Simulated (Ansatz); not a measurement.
Input:

LaCoO3:
```cif
data_CoLaO3
_chemical_formula_sum 'La1 Co1 O3'
_space_group_name_H-M_alt 'P 1'
_space_group_IT_number 1
_cell_length_a 3.77779
_cell_length_b 3.77779
_cell_length_c 3.77779
_cell_angle_alpha 90.000
_cell_angle_beta 90.000
_cell_angle_gamma 90.000
loop_
_space_group_symop_operation_xyz
  'x, y, z'
loop_
_atom_site_label
_atom_site_type_symbol
_atom_site_fract_x
_atom_site_fract_y
_atom_site_fract_z
_atom_site_occupancy
La1 La 0.00000 0.00000 0.00000 1
Co1 Co 0.50000 0.50000 0.50000 1
O1 O 0.50000 0.50000 0.00000 1
O2 O 0.00000 0.50000 0.50000 1
O3 O 0.50000 0.00000 0.50000 1
```
The run is spin-polarised; directions of the spins, atom by atom: 0 ↑ 0 0 0.

This is the PBEsol-relaxed structure.

Problem. All from the program Ansatz at the PBEsol level (PAW), unless another level is named. Estimate the electronic character.

Solution. metallic (no gap).

Problem. Predict the formation energy from the elements (no fitted shifts).

Solution. -2.26 eV/atom.

Problem. Predict the density of states at the Fermi level.

Solution. 1.1 states/eV per atom (mean over ±0.08 eV).

Space group Pm-3m (cubic perovskite). The workflow started from an entry of the Crystallography Open Database (COD), which files this formula under 3 space groups. Its standing as an ambient phase is unchecked. The PBEsol relaxation kept the symmetry of its start; whether a distortion lowers the energy is not shown. Magnetic state: ferromagnetic, the only order run, not a proven ground state. The cell computed holds one magnetic atom, so no antiferromagnetic order was within reach. No Hubbard U is applied. The compound may be a true metal, but semilocal functionals without U, or a wrong spin order, can also close a gap. The references are the lowest solids computed at this level, not always the standard phases (solids in place of the gases). Spin–orbit coupling is left out wherever it is not named.

Potentials: the later of the program's two PAW sets.
